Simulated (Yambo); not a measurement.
Yambo run on Mg2ZnO3 (space group P-3m1, No. 164). The wavefunctions come from this Quantum ESPRESSO step (LDA, PseudoDojo standard norm-conserving files, scalar-relativistic):

```
&CONTROL
  calculation = 'nscf'
  pseudo_dir = './pseudo'
  outdir = './out'
/
&SYSTEM
  ibrav = 0
  nat = 6
  ntyp = 3
  ecutwfc = 84.0
  ecutrho = 336.0
  occupations = 'fixed'
  force_symmorphic = .true.
  nbnd = 127
/
&ELECTRONS
  conv_thr = 6.000000000000001e-09
  diago_full_acc = .true.
  diago_thr_init = 1e-08
/
ATOMIC_SPECIES
O 15.9990 O.upf
Mg 24.3050 Mg.upf
Zn 65.3800 Zn.upf
CELL_PARAMETERS angstrom
  3.032999978000   0.000000000000   0.000000000000
 -1.516499989000   2.626655031000   0.000000000000
  0.000000000000   0.000000000000   7.403320000000
ATOMIC_POSITIONS crystal
O   0.333333333000   0.666666667000   0.172620000000
O   0.666666667000   0.333333333000   0.827380000000
O   0.000000000000   0.000000000000   0.500000000000
Mg   0.333333333000   0.666666667000   0.665800000000
Mg   0.666666667000   0.333333333000   0.334200000000
Zn   0.000000000000   0.000000000000   0.000000000000
K_POINTS automatic
6 6 2 0 0 0
```

Yambo input:

```
rim_cut
gw0
dyson
el_el_corr
HF_and_locXC
ppa
em1d
RandQpts= 1000000
RandGvec= 1 Ry
EXXRLvcs= 84 Ry
VXCRLvcs= 336 Ry
Chimod= "HARTREE"
% BndsRnXp
 7 | 125 |
%
NGsBlkXp= 8 Ry
% LongDrXp
 1.0 | 1.0 | 1.0 |
%
PPAPntXp= 27.2114 eV
% GbndRnge
 1 | 125 |
%
GTermKind= "BG"
DysSolver= "n"
ExtendOut
% QPkrange
 1 | 1 | 29 | 30 |
 2 | 2 | 29 | 30 |
%
```

k points by index: 1 = Γ, 2 = A.

The o-*.qp file then holds:

```
#    K-point    Band    Eo [eV]    E [eV]    E-Eo [eV]    Vxc [eV]    Vnlxc [eV]    Sc|Eo [eV]    Sc|E [eV]    dSc/dw|Eo [eV]    Re(Z)    Im(Z)
#
    1    29    -0.090594    -1.153611    -1.063017    -22.15921    -27.94491    4.443939    4.722684    -7.134585    0.792271    -0.001178
    1    30    2.868204    3.911132    1.042928    -15.04471    -10.63912    -3.158334    -3.362665    -5.330933    0.836184    -0.895375E-3
    2    29    0.000000    -1.048642    -1.048642    -21.95782    -27.65034    4.370033    4.643881    -7.105339    0.792946    -0.001172
    2    30    3.950552    5.082536    1.131984    -16.93187    -12.68409    -2.872191    -3.115792    -5.855515    0.822918    -0.962859E-3
```
(The two width columns are left out.) Convergence of these settings isn't established.

Geometry of the Materials Project entry, not relaxed at this level.

The structure is a Materials Project entry; no match was found in the copy of COD used, and its stability was not checked.
